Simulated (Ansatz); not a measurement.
The start is a generated trial cell of Hf in the AFLOW prototype A_cI16_206_c (as in Si). The cell and all atomic positions are relaxed at zero pressure with r2SCAN (plane waves to 500 eV, PAW, scalar-relativistic; Ansatz, an electronic-structure program). The first steps use a coarse 7×7×7 k-mesh.

Initial structure:
```
CELL_PARAMETERS angstrom
     -3.55409     3.55409     3.55409
      3.55409    -3.55409     3.55409
      3.55409     3.55409    -3.55409
ATOMIC_POSITIONS crystal
  Hf 0.29980 0.29980 0.29980
  Hf 0.50000 0.00000 0.20020
  Hf 0.00000 0.20020 0.50000
  Hf 0.20020 0.50000 0.00000
  Hf 0.70020 0.70020 0.70020
  Hf 0.50000 0.00000 0.79980
  Hf 0.00000 0.79980 0.50000
  Hf 0.79980 0.50000 0.00000
```

```yaml
energy_released: 0.59 eV/atom
Shortest distances (start → end): "The closest pairs of elements (up to four, under 3.6 Å), start → end: Hf–Hf 2.46 → 2.64 Å"
band_gap_at_the_end: zero (metallic)
optimiser_moves: 9
```

Final structure:

Space group Ia-3d (No. 230); a = b = c = 7.479 Å, α = β = γ = 90.00°

| atom | site | symmetry | x | y | z |
|---|---|---|---|---|---|
| Hf | 16b | .32 | 0.1250 | 0.1250 | 0.1250 |
(The calculation used a cell of 8 atoms; values per cell refer to that cell.)

Final values are on a 9×9×9 k-mesh of the relaxed cell. The start holds a very short contact (Hf–Hf 2.46 Å). No spin polarisation in the result.

The run could not lose the symmetry of its start, so the end can be a saddle point.

The relaxed structure here is a generated cell of Hf: the first start was made by placing the elements on the sites of a structure type, and the end was not matched to a known phase here, so it may be hypothetical. Known forms of Hf include space group No. 194.
